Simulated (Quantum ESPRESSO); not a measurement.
Space group P-3m1 (No. 164); a = 3.8242 Å, b = 3.8242 Å, c = 6.7183 Å, α = 90.00°, β = 90.00°, γ = 120.00°

```
atom  site  symmetry       x       y       z
----  ----  --------  ------  ------  ------
Ti      1a      -3m.  0.0000  0.0000  0.0000
Te      2d       3m.  0.3333  0.6667  0.2502
```

The geometry is that of Materials Project entry mp-1907, symmetrised and not relaxed again.

**Question.** What does norm-conserving LDA (Quantum ESPRESSO, 84 Ry, without SOC) give for the electronic structure near the Fermi level?

**Answer.** At this level the gap is closed or nearly so: along the path the highest valence and lowest conduction bands touch, or overlap by less than 0.6 eV, a zero-gap or semimetallic result; the valence top lies at 90 % of the way from K to Γ, the conduction bottom at L, 0.54 eV lower. Semilocal functionals close the gaps of some narrow-gap semiconductors, so this alone doesn't show that the compound has none. Spin-orbit coupling is left out, which matters for elements this heavy: edges can move by tenths of an eV.

The distance between layers or molecules is the database entry's, not relaxed here. Functionals without dispersion can leave it too large, which widens gaps and weakens the response across layers: the numbers belong to this cell.
